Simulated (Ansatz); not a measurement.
**Structures of Mg2I: which is lowest?**

Plane-wave DFT in Ansatz with scalar-relativistic PAW potentials, cutoff 420 eV, Γ-centred meshes chosen by cell and gap, Gaussian smearing with energies taken to zero width. Every cell was relaxed (cell and atoms) in a run of its own, within the symmetry of its start. Functional: PBE.

Relaxed structures (starts from databases or built by putting these elements on another compound's sites):
A. Pnnm, 6 atoms in the computed cell, a = 6.472 Å, b = 8.399 Å, c = 3.809 Å; sites (symmetry × multiplicity) Mg ..m × 4, I ..2/m × 2; start: built
B. R-3m, 3 atoms in the computed cell, a = 3.964 Å, c = 19.583 Å; sites (symmetry × multiplicity) Mg 3m × 6, I -3m × 3; start: built
C. Fm-3m, 3 atoms in the computed cell, a = 7.636 Å; sites (symmetry × multiplicity) Mg -43m × 8, I m-3m × 4; start: built

Rank them by energy. Could pressure change the order?

| structure | group | E − E(lowest) (meV/atom) | V (Å³/atom) | gap on mesh (eV) |
| --- | --- | --- | --- | --- |
| B | R-3m | 0.0 | 29.61 | 0.00 |
| A | Pnnm | 257 | 34.51 | 0.00 |
| C | Fm-3m | 504 | 37.10 | 0.00 |

B is lowest, 257 meV/atom under A. The lowest is also the densest of these, so pressure wouldn't bring one of the others in at first order. Other structures may lie lower than all of these, and vibrations aren't counted.

Spin-orbit coupling is left out, which matters for the bands of heavy elements. Spin polarisation was left out, and a magnetic state may lie lower.